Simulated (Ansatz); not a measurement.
**Does relaxation matter for the field gradients of ZnS with Br replacing S?**

Start: a supercell of ZnS (zinc blende type, F-43m) built from an entry of the Crystallography Open Database (COD) (the entry's cell lengths or inner coordinates differ somewhat from later room-temperature determinations), with all atoms left at the host's positions.

Space group F-43m (No. 216); a = 16.2120 Å.

```csv
site,Wyckoff,site symmetry,x,y,z
Zn1,16e,.3m,0.0833,0.9167,0.0833
Zn2,24g,2.mm,0.2500,0.9167,0.2500
Zn6,48h,..m,0.5833,0.7500,0.4167
Zn14,16e,.3m,0.4167,0.5833,0.4167
Zn27,4c,-43m,0.7500,0.2500,0.7500
Br,4a,-43m,0.0000,0.0000,0.0000
S29,48h,..m,0.1667,0.0000,0.1667
S32,16e,.3m,0.3333,0.8333,0.1667
S36,16e,.3m,0.6667,0.6667,0.3333
S42,24f,2.mm,0.5000,0.6667,0.5000
```

One atom of each set is listed; the run and its k-mesh use a cell of 54 atoms with edges of 11.46, 11.46, 11.46 Å.

Method: Kohn–Sham DFT in Ansatz, PBE, plane waves and PAW, scalar-relativistic, 420 eV cutoff, Γ-centred 2×2×2 k-points, Fermi–Dirac smearing 0.01 eV, cell charge +1.

The largest force at the start is 2.2 eV/Å. Relaxing the ions at fixed cell moves them by 0.285 Å at most (atom 1, Zn) and 0.080 Å rms.

```csv
site,moved (Å),first shell before,first shell after,V_zz before (10²¹ V/m²),η before
Zn1,0.285,"1 Br at 2.34 Å, 3 S at 2.34 Å","3 S at 2.29 Å, 1 Br at 2.63 Å",4.68,0.00
Zn2,0.008,4 S at 2.34 Å,4 S at 2.34 Å,-0.59,0.35
Zn6,0.026,4 S at 2.34 Å,4 S at 2.32–2.34 Å,-0.35,1.00
Zn14,0.001,4 S at 2.34 Å,4 S at 2.34 Å,0.049,0.00
Br,0.000,4 Zn at 2.34 Å,4 Zn at 2.63 Å,0.00,–
S29,0.029,4 Zn at 2.34 Å,4 Zn at 2.29–2.34 Å,1.85,0.11
S32,0.000,4 Zn at 2.34 Å,4 Zn at 2.34 Å,-0.43,0.00
S36,0.002,4 Zn at 2.34 Å,4 Zn at 2.33–2.34 Å,-0.38,0.00
S42,0.007,4 Zn at 2.34 Å,4 Zn at 2.32–2.34 Å,-0.20,0.11
```

(1) What are V_zz and η after the relaxation?

Answers

(1) 

```csv
site,V_zz after,η after,change of V_zz
Zn1,9.12,0.00,+4.44
Zn2,0.47,0.08,–
Zn6,-0.70,0.72,-0.35
Zn14,0.046,0.00,0.00
Br,0.00,–,0.00
S29,1.36,0.11,–
S32,-0.18,0.00,+0.25
S36,-0.046,0.00,+0.34
S42,0.22,0.29,–
```

The largest change of V_zz along a kept axis is on Zn1, from 4.68 to 9.12. In per cent, |V_zz| changes by +95 on Zn (all sites that start above 0.5, bar those whose gradient vanishes or changes sign or whose main axis turns by over 40°). Where |V_zz| stays above 0.1 and the axes keep their order, η moves most on Zn6, from 1.00 to 0.72. On S29, Zn2, S42 the largest principal value lies along another axis in the second run, so the two V_zz can't be compared directly. Other sites without a gradient aren't listed.

The defect repeats with the cell of 54 atoms, so it feels its images: sites between two images don't show the values beside a lone defect, and zeros or small values of η there can come from the images' arrangement. A uniform background compensates the cell's charge.
Before: The neighbours have not yet relaxed around the defect (largest force 2.2 eV/Å), and relaxing can change the values around it severalfold.
After: The relaxation keeps the site symmetry -43m of the start, so the impurity can't leave its site; a start off the site could end lower.
